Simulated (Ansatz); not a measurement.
Ni: from a starting cell to a relaxed one

The start is a relaxed Ni cell, doubled along one cell vector, shaken by Gaussian noise of σ = 0.08 Å a coordinate. A full variable-cell relaxation at zero pressure is run with PBE (plane waves to 420 eV, PAW, scalar-relativistic; Ansatz, a program for electronic structure). The first steps use a coarse 8×16×16 k-mesh.

Input geometry:
```yaml
crystal:
  lattice:
    - [0.00000, 3.51839, 3.51839]
    - [1.75919, 0.00000, 1.75919]
    - [1.75919, 1.75919, 0.00000]
  atoms:
    - { symbol: Ni, position: [0.00068, 0.95876, 0.04263] }
    - { symbol: Ni, position: [0.51636, 0.02105, 0.93360] }
```
Spin-polarised start, with parallel moments on Ni.

| Property | Value |
|---|---|
| Largest initial force | 0.85 eV/Å, on Ni1, Ni2 (atoms numbered as listed) |
| Energy released | 0.04 eV/atom |
| Relative to the parent | It relaxes back to the parent, Fm-3m (No. 225) |
| Shortest distances (start → end) | The closest pairs of elements (up to four, under 3.6 Å), start → end: Ni–Ni 2.32 → 2.49 Å |
| Band gap at the end | no gap (metallic) |
| Optimiser moves | 6 |

Final structure:

```cif
data_Ni4
_chemical_formula_sum 'Ni4'
_space_group_name_H-M_alt 'Fm-3m'
_space_group_IT_number 225
_space_group_name_Hall '-F 4 2 3'
_cell_length_a 3.51843
_cell_length_b 3.51843
_cell_length_c 3.51843
_cell_angle_alpha 90.000
_cell_angle_beta 90.000
_cell_angle_gamma 90.000
loop_
_atom_site_label
_atom_site_type_symbol
_atom_site_symmetry_multiplicity
_atom_site_Wyckoff_symbol
_atom_site_fract_x
_atom_site_fract_y
_atom_site_fract_z
_atom_site_occupancy
Ni1 Ni 4 b 0.50000 0.50000 0.50000 1
```
(The calculation used a cell of 1 atom; values per cell refer to that cell.)

Final values are on a 23×23×23 k-mesh of the relaxed cell. Spin state reached: ferromagnetic (net 0.63 μB/atom), from parallel starting moments; other spin orders were not run from this start.

The run could not lose the symmetry of its start.
